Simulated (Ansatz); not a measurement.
The start is a relaxed TiAl cell with every coordinate shifted by Gaussian noise of σ = 0.1 Å. The cell and all atomic positions are relaxed at zero pressure with r2SCAN (plane waves to 500 eV, PAW, scalar-relativistic; Ansatz, a quantum-chemistry and plane-wave program). The first steps use a coarse 12×12×8 k-mesh.

The start:
```
CELL_PARAMETERS angstrom
      2.81317     0.00000     0.00000
      0.00000     2.81317     0.00000
      0.00000     0.00000     4.05832
ATOMIC_POSITIONS crystal
  Al 0.52036 0.48086 0.50654
  Ti 0.02093 0.05254 0.95480
```

How large is the pressure on the unrelaxed cell, and of which sign?

+3.2 GPa (positive: the cell is compressed).

What is the largest force in the starting geometry, and on which atom (counted from 1)?

1.84 eV/Å, on Al1, Ti2 (atoms numbered as listed).

How much energy is released per atom?

0.13 eV/atom.

Does it find its way back to the structure it was made from?

The parent structure is recovered, P4/mmm (No. 123).

How do the shortest distances between atoms change?

The closest pairs of elements (up to four, under 3.6 Å), start → end: Al–Ti 2.60 → 2.84 Å; Al–Al 2.81 → 2.81 Å; Ti–Ti 2.81 → 2.81 Å.

It ends as:

Space group P4/mmm (No. 123); a = b = 2.813 Å, c = 4.059 Å, α = β = γ = 90.00°

```tsv
atom	site	symmetry	x	y	z
Al	1c	4/mmm	0.5000	0.5000	0.0000
Ti	1b	4/mmm	0.0000	0.0000	0.5000
```

Final values are on a 16×16×12 k-mesh of the relaxed cell. No spin polarisation in the result.
